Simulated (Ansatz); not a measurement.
**AlGa2N3: relaxed-ion elastic tensor**

These are results of DFT PBE, scalar-relativistic, plane waves, PAW (Ansatz 0.2.0), not measurements. Settings: 420 eV plane-wave cutoff, Γ-centred 12×12×12 mesh, fixed occupations. No spin polarisation.

Equilibrium structure at this level:
```xyz
6
Lattice="-1.5923 1.5923 6.7355 1.5923 -1.5923 6.7355 1.5923 1.5923 -6.7355" Properties=species:S:1:pos:R:3 pbc="T T T"
Al    0.0000    0.0000    6.7355
Ga    0.0000    0.0000   11.2533
Ga    0.0000    0.0000    2.2176
N     1.5923    0.0000    5.6782
N     1.5923    0.0000    1.0573
N     0.0000    1.5923    3.3677
```

The cell was found from a structure generator's guess, not taken from experiment.

Problem. Give the relaxed-ion elastic constants (GPa, Voigt order xx yy zz yz xz xy, on the Cartesian axes of the cell above).

Solution.
C11 = 355.9, C12 = 45.5, C13 = 137.4, C22 = 355.9, C23 = 137.4, C33 = 259.5, C44 = 153.5, C55 = 153.5, C66 = 63.9 GPa; the others vanish.

Problem. Is the crystal stable against homogeneous strain?

Solution. Yes: the least eigenvalue of the tensor is 63.9 GPa.

Problem. And the moduli of a polycrystal (Hill averages)?

Solution. B = 179 GPa, G = 108 GPa, E = 269 GPa, ν = 0.25.
